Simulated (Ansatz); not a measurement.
## CsAu: from a starting cell to a relaxed one

The start is a generated trial cell of CsAu in the AFLOW prototype AB_oP8_62_c_c (B31, as in MnP). A full variable-cell relaxation at zero pressure is run with r2SCAN (plane waves to 500 eV, PAW, scalar-relativistic; Ansatz, a program for electronic structure). The first steps use a coarse 5×7×4 k-mesh.

The start:
```
CELL_PARAMETERS angstrom
      7.71877     0.00000     0.00000
      0.00000     4.68316     0.00000
      0.00000     0.00000     8.69304
ATOMIC_POSITIONS crystal
  Au 0.50560 0.25000 0.69520
  Au 0.00560 0.25000 0.80480
  Au 0.49440 0.75000 0.30480
  Au 0.99440 0.75000 0.19520
  Cs 0.68790 0.25000 0.06960
  Cs 0.18790 0.25000 0.43040
  Cs 0.31210 0.75000 0.93040
  Cs 0.81210 0.75000 0.56960
```

- Largest initial force = 0.26 eV/Å, on Cs5, Cs6, Cs7, Cs8 (atoms numbered as listed)
- Outcome = The space group goes from Pnma (No. 62) to P6₃/mmc (No. 194); the end is NiAs type, with 4 atoms in the primitive cell
- Energy released = 0.082 eV/atom
- Volume change = +20.8 %, from 39.28 to 47.47 Å³/atom
- Band gap at the end = 2.13 eV, direct at Γ (no spin-orbit coupling)
- Optimiser moves = 8

Final structure:

Space group P6₃/mmc (No. 194); a = b = 5.0501 Å, c = 8.5969 Å, α = β = 90.00°, γ = 120.00°

```csv
atom,site,symmetry,x,y,z
Au,2a,-3m.,0.0000,0.0000,0.0000
Cs,2d,-6m2,0.6667,0.3333,0.2500
```

Final values are on a 11×11×6 k-mesh of the relaxed cell. No spin polarisation in the result. Without spin-orbit coupling the bands of the heavy element are not split, so the gap can be far off.

The run could not lose the symmetry of its start: the end is stationary, and may be a saddle point rather than a minimum.

The relaxed structure here is a generated cell of CsAu: the first start was made by placing the elements on the sites of a structure type, and the end was not matched to a known phase here, so it may be hypothetical. Known forms of CsAu include space group No. 221.
